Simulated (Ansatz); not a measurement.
# KMnAg3C6N6: gradients before and after relaxing the atoms

Start: a refined structure from the COD, atoms as given.

Space group P312 (No. 149); a = 6.8904, c = 8.1649 Å, γ = 120.00°.

```csv
site,Wyckoff,site symmetry,x,y,z
K,1c,3.2,0.3333,0.6667,0.0000
Mn,1a,3.2,0.0000,0.0000,0.0000
Ag,3k,..2,0.5047,0.0094,0.5000
C,6l,1,0.3466,0.0044,0.2847
N,6l,1,0.2571,0.9980,0.1658
```

One atom of each set is listed.

The numbers come from a DFT calculation in Ansatz (PBE, plane waves and PAW, scalar-relativistic, collinear spin, 420 eV cutoff, Γ-centred 5×5×4 k-points, Fermi–Dirac smearing 0.05 eV). Start moments as typed (μB): 4 on each Mn, none on the rest.

The largest force at the start is 3.7 eV/Å. Relaxing the ions at fixed cell moves them by 0.033 Å at most (atom 5, Ag) and 0.021 Å rms.

| site | moved (Å) | first shell before | first shell after | V_zz before (10²¹ V/m²) | η before |
| --- | --- | --- | --- | --- | --- |
| K | 0.000 | 6 N at 2.92 Å | 6 N at 2.92 Å | 0.72 | 0.00 |
| Mn | 0.000 | 6 N at 2.24 Å | 6 N at 2.22 Å | -0.19 | 0.00 |
| Ag | 0.033 | 2 C at 2.06 Å, angle 178° | 2 C at 2.05 Å, angle 177° | -28.2 | 0.04 |
| C | 0.019 | 1 N at 1.14 Å, 1 Ag at 2.06 Å, angle 179° | 1 N at 1.17 Å, 1 Ag at 2.05 Å, angle 179° | -5.85 | 0.05 |
| N | 0.020 | 1 C at 1.14 Å, 1 Mn at 2.24 Å, angle 159° | 1 C at 1.17 Å, 1 Mn at 2.22 Å, angle 159° | -6.94 | 0.05 |

Question: How do the gradients change?

Answer: 

```csv
site,V_zz after,η after,change of V_zz
K,0.74,0.00,+0.02
Mn,-0.25,0.00,-0.06
Ag,-28.6,0.03,-0.40
C,-5.71,0.05,+0.14
N,-6.42,0.05,+0.52
```

The largest change of V_zz is on N, from -6.94 to -6.42. In per cent, |V_zz| changes by +3 on K, +1 on Ag, -3 on C, -8 on N (all sites that start above 0.5). Forces this large mark an entry whose positions are poorly determined or wrongly transcribed.

Without spin–orbit coupling (the program notes it for Ag) the gradients are little affected as a rule: paired runs on crystals with a gap mostly move them by under 2 % at such atoms. The database entry as given showed forces above 3 eV/Å or a pressure above 30 GPa, though relaxing it moves no atom far. All moments are parallel here, as the start or the cell imposes; many such compounds order antiparallel, where fields and spin densities carried over to other atoms largely cancel. The magnetic order is the one that the run reached from its start moments, not necessarily the measured one.
Before: At this cell the principal stresses reach 8 GPa in size with PBE, which can matter for small gradients.
